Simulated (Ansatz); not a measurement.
**SiO$_{2}$: the gap against volume**

SiO$_{2}$, P4_32_12, a = 4.983 Å, c = 6.920 Å. This isn't the usual stable structure of the compound. Ansatz: r2SCAN, PAW, 500 eV, Γ-centred 6×6×4 mesh on 12 atoms, Gaussian smearing 0.02 eV; no spin polarisation. Shape and atoms are relaxed at each volume; x = ln(V/V0) with V0 = 14.320 Å³/atom. The gap is read at the mesh points alone.

```
      x gap y (eV)
-0.0619       6.469
-0.0305       6.406
 0.0000       6.343
 0.0296           ?
 0.0583       6.228
```

**Question.** Fit a straight line to the other rows, give the volume deformation potential of the gap and its pressure coefficient, and predict the missing gap. B0 = 14.5 GPa.

**Answer.** Means x = -0.008525, y = 6.3615; Σ(Δx)² = 0.007870, ΣΔxΔy = -0.01579; the slope is their ratio. y = 6.3444 − 2.0069 x. The slope is the deformation potential a = dE_g/d ln V = -2.01 eV, and dE_g/dP = −a/B0 = 138 meV/GPa. At x = 0.0296 the fit asked for gives 6.285 eV. The run gave 6.285 eV, the same to the digits shown.

Semilocal functionals give gaps under the measured ones; changes of the gap mostly carry over better.